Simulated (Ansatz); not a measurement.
Relaxed Be (hcp, Mg type):

```yaml
crystal:
  lattice:
    - [4.52945, 0.00000, 0.00000]
    - [-1.13236, 1.96131, 0.00000]
    - [0.00000, 0.00000, 3.56124]
  atoms:
    - { symbol: Be, position: [0.16667, 0.66667, 0.75000] }
    - { symbol: Be, position: [0.66667, 0.66667, 0.75000] }
    - { symbol: Be, position: [0.33333, 0.33333, 0.25000] }
    - { symbol: Be, position: [0.83333, 0.33333, 0.25000] }
```

The atoms are displaced by Q × the pattern below (from a DFPT mode at M = (0.5, 0.0, 0.0), largest move 1; Q in Å), at fixed cell. (q is in reciprocal vectors of the primitive cell; the cell shown is doubled to hold the pattern.)

| atom | x | y | z |
|---|---|---|---|
| Be1 | -0.500 | 0.866 | 0.000 |
| Be2 | 0.500 | -0.866 | 0.000 |
| Be3 | -0.500 | 0.866 | 0.000 |
| Be4 | 0.500 | -0.866 | 0.000 |

The numbers are results of PBE (plane waves to 420 eV, PAW, scalar-relativistic; Ansatz, a program for electronic structure), not measurements. k mesh 23×23×13 (Γ-centred), Fermi-Dirac smearing 0.05 eV. Energies are smeared free energies. With partly filled bands, energies and forces of such displacements shift with the k mesh and the smearing. Be was relaxed with its symmetry unable to fall. The zero of ΔE is the undisplaced structure.

The scan covers Q from -0.180 to 0.180 Å in 13 points.

**Question.** Which space group does the distorted structure have?

**Answer.** Pnma (No. 62), lowered from P6_3/mmc.

**Question.** Is this a single well or a double well?

**Answer.** A single well with its minimum at or next to zero displacement.

**Question.** What is the energy change at Q = 0.180 Å?

**Answer.** 331 meV/cell.

**Question.** What harmonic wavenumber does the curvature at Q = 0 give?

**Answer.** 404 cm⁻¹.

(For displaced atoms, the force is minus the slope of the energy, and its curvature is a force constant, which sets phonon frequencies.)
